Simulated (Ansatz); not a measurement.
Consider the following.

ZrTi2Ga4:
```xyz
7
Lattice="-3.2616 3.2616 2.7224 3.2616 -3.2616 2.7224 3.2616 3.2616 -2.7224" Properties=species:S:1:pos:R:3 pbc="T T T"
Zr     0.0000     0.0000     0.0000
Ti     0.0000     3.2616     1.3612
Ti     3.2616     0.0000     1.3612
Ga     1.9896     1.9896     0.0000
Ga     1.2720     1.2720     2.7224
Ga     1.2720    -1.2720     2.7224
Ga    -1.2720     1.2720     2.7224
```

This is the r²SCAN-relaxed structure.

Question: All from plane-wave PAW r²SCAN (Ansatz code), unless another level is named. Give the formation energy from the elements (no fitted shifts).

Answer: -0.59 eV/atom.

Question: Give the density of states at the Fermi level.

Answer: 0.62 states/eV per atom (mean over ±0.08 eV).

Space group I4/mmm. The first step of the workflow began from a Materials Project structure, measured or hypothetical; the Crystallography Open Database copy checked does not list it. Its standing as an ambient phase is unchecked. The r²SCAN relaxation kept the symmetry of its start; its stability against distortions is not shown here. The run is not spin-polarised. The references are the lowest solids computed at this level, not always the standard phases. Spin–orbit coupling is left out wherever it is not named.

Potentials: the earlier of the program's two PAW sets.
